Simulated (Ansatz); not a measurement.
**Relaxing a structure of TaSi2**

The start is a generated trial cell of TaSi2 in the AFLOW prototype A2B_oP12_62_2c_c (C37, as in Co2Si). Cell shape, volume and atoms are optimised at zero target pressure with PBE (plane waves to 420 eV, PAW, scalar-relativistic; Ansatz, a program for electronic structure). First-step values are on the input's coarse k-mesh.

Ansatz input (later rounds restart from its end on a renewed k-mesh):
Ansatz 0.2 input:
```yaml
crystal:
  lattice:
    - [5.4449354, 0, 0]
    - [0, 4.1385052, 0]
    - [0, 0, 7.8706884]
  atoms:
    - { symbol: Si, position: [0.538, 0.25, 0.782] }
    - { symbol: Si, position: [0.038, 0.25, 0.718] }
    - { symbol: Si, position: [0.462, 0.75, 0.218] }
    - { symbol: Si, position: [0.962, 0.75, 0.282] }
    - { symbol: Si, position: [0.174, 0.25, 0.062] }
    - { symbol: Si, position: [0.674, 0.25, 0.438] }
    - { symbol: Si, position: [0.826, 0.75, 0.938] }
    - { symbol: Si, position: [0.326, 0.75, 0.562] }
    - { symbol: Ta, position: [0.702, 0.25, 0.111] }
    - { symbol: Ta, position: [0.202, 0.25, 0.389] }
    - { symbol: Ta, position: [0.298, 0.75, 0.889] }
    - { symbol: Ta, position: [0.798, 0.75, 0.611] }
basis: { ecutwfc: 420, ecutrho_ratio: 4, xc_grid: 2, fft_grid_basis: typed }
kpoints: { mp_grid: { grid: [4, 5, 3] } }
hamiltonian:
  xc: pbe
  dispersion: none
  pseudopotentials: { kind: paw }
scf: { occupations: { method: fermi_dirac, width: 0.05 } }
relax: { f_tol: 0.01, max_steps: 100, cell: { stress_tol: 0.02 } }
output: { forces: true, stress: true }
```

```yaml
initial_pressure: "+8 GPa (positive: the cell is compressed)"
outcome: The space group stays Pnma (No. 62) (the run could not lower it), with 12 atoms in the primitive cell
volume_change: +0.6 %, from 14.78 to 14.87 Å³/atom
Shortest distances (start → end): "The closest pairs of elements (up to four, under 3.6 Å), start → end: Si–Si 2.77 → 2.55 Å; Si–Ta 2.57 → 2.57 Å; Ta–Ta 3.49 → 3.12 Å"
optimiser_moves: 16
```

It ends as:

Space group Pnma (No. 62); a = 4.8551 Å, b = 4.4637 Å, c = 8.2349 Å, α = β = γ = 90.00°

| atom | site | symmetry | x | y | z |
|---|---|---|---|---|---|
| Si | 4c | .m. | 0.1469 | 0.2500 | 0.7035 |
| Si | 4c | .m. | 0.1315 | 0.2500 | 0.0217 |
| Ta | 4c | .m. | 0.1280 | 0.2500 | 0.3693 |

Final values are on a 8×9×5 k-mesh of the relaxed cell. No spin polarisation in the result.

The run could not lose the symmetry of its start: the end is stationary, and may be a saddle point rather than a minimum.

The relaxed structure here is a generated cell of TaSi2: the first start was made by placing the elements on the sites of a structure type, and the end was not matched to a known phase here, so it may be hypothetical. Known forms of TaSi2 include space group No. 181.
